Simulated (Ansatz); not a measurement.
Sn (beta-Sn type, space group I4_1/amd)

```
Sn
1.0
   -2.97350     2.97350     1.60615
    2.97350    -2.97350     1.60615
    2.97350     2.97350    -1.60615
Sn
2
Direct
  0.75000   0.25000   0.50000
  0.00000   0.00000   0.00000
```

In this cell atom 2 (Sn, nearest neighbour Sn at 3.080 Å; its periodic images, 3.2 Å or more away, move with it) is moved by s along Cartesian [110], unit vector (0.707, 0.707, 0.000); all other atoms and the cell stay fixed.

Calculation: PBE (plane waves to 420 eV, PAW, scalar-relativistic; Ansatz, an electronic-structure program). k mesh 13×13×13 (Γ-centred), Fermi-Dirac smearing 0.05 eV. E stands for the smeared free energy. With partly filled bands, energies and forces of such displacements shift with the k mesh and the smearing. Sn was relaxed with its symmetry unable to fall. The zero of ΔE is the undisplaced structure. The last digit holds for this mesh only.

```
s (Å)   ΔE (meV/cell)
------  -------------
-0.920       withheld
-0.736          944.0
-0.552          516.4
-0.368          220.9
-0.184           54.1
0.000             0.0
0.184            54.1
0.368           220.9
0.552           516.4
0.736           944.0
0.920        withheld
```

Question: Fit an even polynomial form (powers 2, 4, 6) to the given rows and predict ΔE at s = -0.920.

Answer: Least squares on the 9 given rows: ΔE = (1567)·s² + (539.8)·s⁴ + (-397.7)·s⁶, in meV/cell with s in Å; root-mean-square residual 0.24 meV/cell. At -0.920 the fit gives 1471.9 meV/cell; the calculation gives 1511.8 meV/cell, so the extrapolation is off by -39.9 (-2.6 %). The quadratic term alone would give 1326.3 meV/cell.

(A displaced cell: forces are minus the slopes of the energy, force constants its curvatures, and phonons follow from these.)
